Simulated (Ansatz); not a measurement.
MnGe (space group P2_13)

```xyz
8
Lattice="4.6787 0.0000 0.0000 0.0000 4.6787 0.0000 0.0000 0.0000 4.6787" Properties=species:S:1:pos:R:3 pbc="T T T"
Mn     2.9821     0.6427     1.6966
Mn     4.0359     4.0359     4.0359
Mn     0.6427     1.6966     2.9821
Mn     1.6966     2.9821     0.6427
Ge     1.6059     3.9453     3.0727
Ge     0.7334     0.7334     0.7334
Ge     3.9453     3.0727     1.6059
Ge     3.0727     1.6059     3.9453
```

The slice is a {100} plane (indices of the conventional cell) through the point (0.363, 0.637, 0.137) (fractional), spanned by u = [100] and v = [010] in vectors of this cell: u (4.68 Å) and v (4.68 Å, at 90° to u). It covers one period; positions are fractions (u, v).

The numbers are results of PBEsol (plane waves to 420 eV, PAW, scalar-relativistic; Ansatz, a program for electronic structure), not measurements. k mesh 10×10×10. Near the nuclei the fields are pseudised (PAW); where an atom keeps semicore shells as valence, they peak there. MnGe was relaxed with its symmetry unable to fall. Relaxed MnGe ends ferromagnetic. The magnetic order is the one the run started from; other orders were not tried.

Question: Sketch the ELF of the down spins on this plane as a map.

Answer: 
| v \ u | 0.00 | 0.14 | 0.29 | 0.43 | 0.57 | 0.71 | 0.86 |
|---|---|---|---|---|---|---|---|
| 0.93 | x | 0.28 | 0.39 | 0.38 | 0.39 | 0.33 | 0.26 |
| 0.86 | 0.38 | 0.14 | 0.43 | 0.33 | 0.26 | 0.28 | 0.12 |
| 0.79 | 0.10 | 0.27 | 0.48 | 0.26 | 0.16 | 0.35 | 0.35 |
| 0.71 | 0.40 | 0.43 | 0.48 | 0.23 | 0.20 | 0.36 | 0.46 |
| 0.64 | 0.48 | 0.37 | 0.37 | 0.26 | 0.33 | 0.29 | 0.29 |
| 0.57 | 0.42 | 0.24 | 0.20 | 0.30 | 0.42 | x | x |
| 0.50 | 0.41 | 0.19 | 0.13 | 0.33 | 0.48 | x | x |
| 0.43 | 0.47 | 0.24 | 0.15 | 0.37 | 0.53 | 0.20 | 0.14 |
| 0.36 | 0.57 | 0.36 | 0.27 | 0.38 | 0.49 | 0.41 | 0.40 |
| 0.29 | 0.44 | 0.41 | 0.43 | 0.37 | 0.36 | 0.51 | 0.53 |
| 0.21 | 0.11 | 0.23 | 0.51 | 0.44 | 0.37 | 0.48 | 0.30 |
| 0.14 | 0.39 | 0.12 | 0.52 | 0.52 | 0.50 | 0.48 | 0.13 |
| 0.07 | x | 0.26 | 0.47 | 0.48 | 0.52 | 0.50 | 0.30 |
| 0.00 | x | 0.38 | 0.40 | 0.42 | 0.47 | 0.44 | 0.39 |

Values: ELF of the down spins. Points within 0.5 Å of a nucleus are blanked (x), as the pseudised field means little there.
